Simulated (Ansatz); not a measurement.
# In3Se: how the energy converges with the cutoff

In3Se, P1, a = 4.794 Å, b = 4.803 Å, c = 4.774 Å, α, β, γ = 90.4°, 89.9°, 90.0°. Ansatz: PBE, PAW, cutoff varied, Γ-centred 6×6×6 mesh on 4 atoms, Gaussian smearing 0.10 eV; no spin polarisation. Single points at one geometry with displaced atoms, the cutoff alone changed; ΔE is the energy at zero smearing over the run at 600 eV. The runs up to 350 eV lie under the cutoff recommended for these PAW datasets.

| cutoff (eV) | ΔE (meV/atom) |
| --- | --- |
| 200 | 6719.12 |
| 250 | 782.49 |
| 300 | 55.70 |
| 350 | 2.59 |
| 420 | ? |

Assume ΔE falls exponentially with the cutoff, fit y = ln ΔE against x, the cutoff in eV, to the other rows, and predict the missing value.

y = 8.813, 6.662, 4.020, 0.952. Means x = 275.0, y = 5.1118; Σ(Δx)² = 12500, ΣΔxΔy = -655.6; the slope is their ratio. y = 19.54 − 0.05245 x, a factor of ten per 44 eV. At 420 eV this gives ΔE = 0.08 meV/atom. The run gave 1.05, a ratio of 0.08. Between neighbouring rows the decay runs from a factor of ten per 38 eV to one per 179 eV, so one exponential is only a rough guide. The fast fall gives way to a slow tail, so a fit to low cutoffs promises convergence too early.

Cost: 6 runs of about 1.8 core-minutes in all, on Intel Xeon Platinum 8488C (Sapphire Rapids) (shared hosts).